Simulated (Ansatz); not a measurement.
MgB2:
```xyz
3
Lattice="3.0601 0.0000 0.0000 -1.5301 2.6502 0.0000 0.0000 0.0000 3.5094" Properties=species:S:1:pos:R:3 pbc="T T T"
Mg     0.0000     0.0000     0.0000
B      0.0000     1.7668     1.7547
B      1.5301     0.8834     1.7547
```

Relaxed with PBEsol. Special points in fractions of this cell's reciprocal vectors: Γ (0.000, 0.000, 0.000); M (0.500, 0.000, 0.000); K (0.333, 0.333, 0.000); A (0.000, 0.000, 0.500); L (0.500, 0.000, 0.500); H (0.333, 0.333, 0.500).

List the band energies nearest the Fermi level at these points for plane-wave PAW PBEsol (Ansatz code).

In eV from the Fermi level; about four levels below and three above (degenerate sets whole), none deeper than 8.9 eV; … stands for higher levels left out; points with the same levels are listed once.

```json
[
 {"k": "Γ", "below": "-3.01", "above": "0.42 0.42 1.61"},
 {"k": "M", "below": "-8.54 -7.90 -2.17", "above": "0.19 3.10 3.93"},
 {"k": "K", "below": "-7.26 -7.26 -5.95", "above": "1.81 1.81 …"},
 {"k": "A", "below": "-7.54", "above": "0.79 0.79 6.73 6.73"},
 {"k": "L", "below": "-6.98 -3.60 -1.88 -1.32", "above": "5.85 …"},
 {"k": "H", "below": "-6.36 -6.36 -5.27 -2.03 -2.03", "above": "3.61 …"}
]
```

Space group P6/mmm. The PBEsol relaxation kept the symmetry of its start; of distortions, only those at the zone centre were tested.

Potentials: the later of the program's two PAW sets.
